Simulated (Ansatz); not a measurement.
## Relaxing rocksalt-structured NbTe

Level of theory: DFT, PBE, scalar-relativistic, collinear spin; plane waves to 420 eV with PAW datasets (Ansatz 0.2.0), Γ-centred 10×10×5 mesh, 0.05 eV Gaussian smearing; PAW files: Ansatz's generated set soft_2.

This is a trial structure made by placing the elements on a prototype's sites, so it needn't be the stable form.

The first cell:

```xyz
2
Lattice="0.0000 2.8900 2.8900 2.8900 0.0000 2.8900 2.8900 2.8900 0.0000" Properties=species:S:1:pos:R:3 pbc="T T T"
Nb    2.8900    2.8900    2.8900
Te    0.0000    0.0000    0.0000
```

Starting moments (μB, in the order of the atoms): 2.0, 0.0.

The runs in order:

| run | level | k-mesh | kind | V (Å³/atom) | P (GPa) | E − E(final) (meV/atom) | gap on the mesh (eV) | largest moment (μB) |
| --- | --- | --- | --- | --- | --- | --- | --- | --- |
| 1 | PBE | 10×10×10 | fixed cell | 24.14 | -3.1 | 35.3 | metal | 0.80 |
| 2 | PBE | 10×10×10 | fixed cell | 23.64 | -1.3 | 28.2 | metal | 0.76 |
| 3 | PBE | 10×10×10 | fixed cell | 23.29 | 0.0 | 26.8 | metal | 0.74 |
| 4 | PBE | 10×10×5 | shape and atoms relaxed, volume fixed, new magnetic order | 23.29 | 1.8 | 2.9 | metal | 1.10 |
| 5 | PBE | 10×10×5 | shape and atoms relaxed, volume fixed, new magnetic order | 23.57 | 0.8 | 0.6 | metal | 1.15 |
| 6 | PBE | 10×10×5 | shape and atoms relaxed, volume fixed, new magnetic order | 23.82 | 0.0 | 0.0 | metal | 1.20 |

The cell is relaxed to zero pressure at this level.

The final structure (symmetry read at 0.01 Å). Symmetry: Fm-3m, No. 225, cubic system. Conventional cell: a = 5.755 Å, b = 5.755 Å, c = 5.755 Å, α = 90.00°, β = 90.00°, γ = 90.00°. Around Nb (site symmetry m-3m) lie 6 Te at 2.88 Å. Te (site symmetry m-3m) is surrounded by 6 Nb at 2.88 Å. (Neighbours are counted to 15 % beyond the shortest distance.)

Among 5 magnetic starts the lowest energy, to 0.5 meV/atom, came from: antiferromagnetic, doubled cell, propagation vector (0, 1/2, 1/2). The next state (ferromagnetic) lies 23.9 meV/atom higher. At the final geometry the gap, band path included, is zero (metallic) and the site spin moments are Nb 1.20, -1.20 μB. The equation of state gives B0 = 75 GPa and B0′ = 4.9. Against the elements' standard states, run alike and uncorrected, the formation energy is 0.36 eV/atom, so this structure is unstable against them at this level. The runs in the table took roughly 2.5 core-minutes.

The moments change along the equation of state, so B0 holds a magnetic softening and is less sure. Scalar-relativistic only: spin–orbit splittings of the heavy atoms' levels are missing. The run wasn't fully tested for a lower electronic state. Site moments are of spin, integrated over atomic spheres.
